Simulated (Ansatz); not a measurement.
input.yaml

```yaml
crystal:
  lattice:
    - [0.0, 3.6954234213, 3.6954234213]
    - [3.6954234213, 0.0, 3.6954234213]
    - [3.6954234213, 3.6954234213, 0.0]
  atoms:
    - { symbol: In, position: [0.0, 0.0, 0.0] }
    - { symbol: Sb, position: [0.25, 0.25, 0.25] }
    - { symbol: Sb, position: [0.75, 0.75, 0.75] }
    - { symbol: Sb, position: [0.5, 0.5, 0.5] }
basis:
  ecutwfc: 500
kpoints:
  mp_grid: { grid: [10, 10, 10] }
hamiltonian:
  xc: r2scan
scf:
  occupations: { method: gaussian, width: 0.1 }
output:
  forces: true
  stress: true
  eigenvalues: true
```

Command:
```bash
ansatz run input.yaml --threads 1 --pin off --max-ram 2560MiB --backend cpu --events-out ev --progress --plain --runs-dir out
```

Computed with Ansatz 0.2.0, DFT r2SCAN, scalar-relativistic, plane waves, PAW.

Part of what the program printed, abridged (iterations and final results):

```
SCF iter   1: F=—  HF=-25108.054463 eV  |F-HF|=—  |Δ(HF+E_count)|=         —  Δρ=6.19e-3  dr2=1.64e-2  dr2_τ=2.44e-3  ethr=1.77e-3  ⟨swp⟩=9.9  Hψ=7675  notcnv=0
SCF iter   2: F=—  HF=-25108.101869 eV  |F-HF|=—  |Δ(HF+E_count)|=   4.74e-2  Δρ=2.92e-3  dr2=4.31e-3  dr2_τ=1.11e-4  ethr=2.84e-5  ⟨swp⟩=2.0  Hψ=3467  notcnv=0  defer=58
SCF iter   3: F=—  HF=-25108.104814 eV  |F-HF|=—  |Δ(HF+E_count)|=   2.94e-3  Δρ=1.04e-3  dr2=7.01e-4  dr2_τ=2.76e-5  ethr=7.44e-6  ⟨swp⟩=2.0  Hψ=2254  notcnv=0  defer=58
SCF iter   4: F=—  HF=-25108.105383 eV  |F-HF|=—  |Δ(HF+E_count)|=   5.69e-4  Δρ=2.36e-4  dr2=5.11e-5  dr2_τ=1.02e-6  ethr=1.21e-6  ⟨swp⟩=3.0  Hψ=3094  notcnv=0  defer=58
SCF iter   5: F=—  HF=-25108.105421 eV  |F-HF|=—  |Δ(HF+E_count)|=   3.81e-5  Δρ=1.10e-4  dr2=1.24e-5  dr2_τ=1.95e-7  ethr=8.81e-8  ⟨swp⟩=2.0  Hψ=2019  notcnv=0  defer=58
SCF iter   6: F=—  HF=-25108.105431 eV  |F-HF|=—  |Δ(HF+E_count)|=   9.70e-6  Δρ=2.25e-5  dr2=6.29e-7  dr2_τ=6.41e-9  ethr=2.14e-8  ⟨swp⟩=2.0  Hψ=2118  notcnv=0  defer=58
SCF iter   7: F=-25108.105431 eV  HF=-25108.105431 eV  |F-HF|=1.19e-8  |Δ(HF+E_count)|=   6.36e-7  Δρ=7.74e-6  dr2=5.36e-8  dr2_τ=1.56e-9  ethr=1.72e-10  ⟨swp⟩=10.3  Hψ=7465  notcnv=0
SCF 1 converged in 7 iterations: F = -25108.105431 eV  dr2 = 5.36e-8
SCF converged after 7 iterations
Free energy (F): -25108.105431 eV
Harris-Foulkes:  -25108.105431 eV  (|F-HF|=1.19e-8)
Internal energy: -25108.097386 eV  (E = F + TS)
E sigma→0 (E₀):  -25108.101408 eV
Entropy (-TS):   -0.008046 eV (-2.011 meV/atom)
Fermi energy:    12.144300 eV
--- Per-component energies (eV) ---
  E_band       = -447.095414
  E_kinetic    = 862.455777
  E_local      = -5217.448258  (includes V_loc(G=0)·N_el)
  E_nonlocal   = 1454.744144
  E_hartree    = 2334.019678
  E_xc         = -584.773313
  E_vxc        = -417.898486  (∫ρ·V_xc dr)
  E_paw        = -17985.821838  (= ΣΔE_a)
  E_vpaw       = -1825.527325  (= ΣTr[D̂ρ^β])
  E_aug_tail   = 0.000006  (compensation charges beyond the density's cutoff)
  E_vtau       = 28.551226  (kinetic-family band-sum trace: ∫τ·v_τ [+ j·A + Jᵃ·Aᵃ] dr)
  E_ewald      = -5973.757239
  E_core_change = 2.483657  (= ΣΔE_core)
  E_smearing   = -0.008046  (= −TS)
--- Forces (eV/Å), atoms counted from 1 ---
  atom   1  In     0.00000000     0.00000000     0.00000000
  atom   2  Sb     0.00000000     0.00000000     0.00000000
  atom   3  Sb     0.00000000     0.00000000     0.00000000
  atom   4  Sb     0.00000000     0.00000000     0.00000000
--- Stress (GPa, compression-positive) ---
        4.002328       0.000000       0.000000
        0.000000       4.002328       0.000000
        0.000000       0.000000       4.002328
  P = ⅓ Tr σ = 4.0023 GPa (40.023 kbar)
--- Band table (eV; the first three rows and the last of 47) ---
  k-point 0: bands = ["-18.0406", "-18.0406", "-18.0406", "-18.0316", "-18.0316", "-17.8896", "-17.8896", "-17.8896", "-17.8873", "-17.8873", "-17.8562", "-17.8562", "-17.8562", "-17.8522", "-17.8522", "-3.0798", "-3.0798", "-3.0798", "-3.0349", "-3.0349", "-1.2730", "4.1663", "5.4769", "9.2902", "9.2902", "9.2902", "9.3989", "9.3989", "9.3989", "10.3133", "11.2786", "11.2786", "11.2786", "15.9081", "15.9081"]
  k-point 1: bands = ["-18.0412", "-18.0412", "-18.0403", "-18.0310", "-18.0310", "-17.8892", "-17.8892", "-17.8878", "-17.8863", "-17.8863", "-17.8582", "-17.8569", "-17.8569", "-17.8526", "-17.8526", "-3.0819", "-3.0788", "-3.0788", "-3.0353", "-3.0353", "-1.1880", "4.0452", "5.2574", "8.6049", "8.8852", "8.8852", "9.5757", "9.7741", "9.7741", "10.6478", "11.2919", "11.2919", "12.3113", "16.2450", "16.2450"]
  k-point 2: bands = ["-18.0428", "-18.0428", "-18.0396", "-18.0294", "-18.0294", "-17.8876", "-17.8876", "-17.8843", "-17.8843", "-17.8832", "-17.8637", "-17.8591", "-17.8591", "-17.8538", "-17.8538", "-3.0879", "-3.0765", "-3.0765", "-3.0361", "-3.0361", "-0.9338", "3.6144", "4.7887", "8.1444", "8.5386", "8.5386", "9.3125", "9.8219", "9.8219", "11.6578", "11.6578", "12.1542", "13.9205", "17.1271", "17.1271"]
  k-point 46: bands = ["-18.0499", "-18.0438", "-18.0374", "-18.0253", "-18.0226", "-17.8890", "-17.8856", "-17.8843", "-17.8824", "-17.8755", "-17.8685", "-17.8652", "-17.8603", "-17.8596", "-17.8494", "-3.0996", "-3.0820", "-3.0604", "-3.0510", "-3.0356", "1.7079", "1.7581", "2.2215", "4.7854", "8.1082", "8.8702", "9.6817", "10.6098", "13.3713", "13.7473", "14.3895", "14.4642", "16.0699", "16.7372", "17.0002"]
```

The calculation finished and met its thresholds.

The run took 17 s on 1 thread of Intel(R) Xeon(R) Platinum 8259CL CPU @ 2.50GHz (Skylake/Cascade Lake), with other jobs on the host, peak memory 0.79 GiB.